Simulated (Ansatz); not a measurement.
Au:
Space group Fd-3m, origin choice 1 (No. 227); a = b = c = 6.0779 Å, α = β = γ = 90.00°

| atom | site | symmetry | x | y | z |
|---|---|---|---|---|---|
| Au | 8b | -43m | 0.5000 | 0.5000 | 0.5000 |
(The calculation used a cell of 2 atoms; values per cell refer to that cell.)

Relaxed with r²SCAN.

### Question
Tabulate the valence density and the electron localisation function along the shortest Au–Au contact (2.63 Å), plane-wave PAW r²SCAN (Ansatz code).

### Answer


| distance from Au (Å) | density (e/Å³) | ELF |
|---|---|---|
| 0.26 | 12.46 | 0.72 |
| 0.39 | 9.60 | 0.60 |
| 0.53 | 6.87 | 0.53 |
| 0.66 | 4.52 | 0.49 |
| 0.79 | 2.53 | 0.45 |
| 0.92 | 1.21 | 0.39 |
| 1.05 | 0.72 | 0.31 |
| 1.18 | 0.51 | 0.26 |
| 1.32 | 0.46 | 0.24 |
| 1.45 | 0.51 | 0.26 |
| 1.58 | 0.72 | 0.31 |
| 1.71 | 1.21 | 0.39 |
| 1.84 | 2.53 | 0.45 |
| 1.97 | 4.52 | 0.49 |
| 2.11 | 6.87 | 0.53 |
| 2.24 | 9.60 | 0.60 |
| 2.37 | 12.46 | 0.72 |

The density is the valence pseudo-density with augmentation charge, so density and ELF within about 1 Å of a nucleus are not all-electron values.

The start of the workflow was typed in or built on a structure type; neither database checked (COD, Materials Project) lists it. It is not the phase usual at ambient conditions (space group No. 225). The cell was relaxed with r²SCAN under the symmetry of its start. At this level the phase is mechanically unstable. Spin–orbit coupling is left out wherever it is not named.

Potentials: the earlier of the program's two PAW sets.
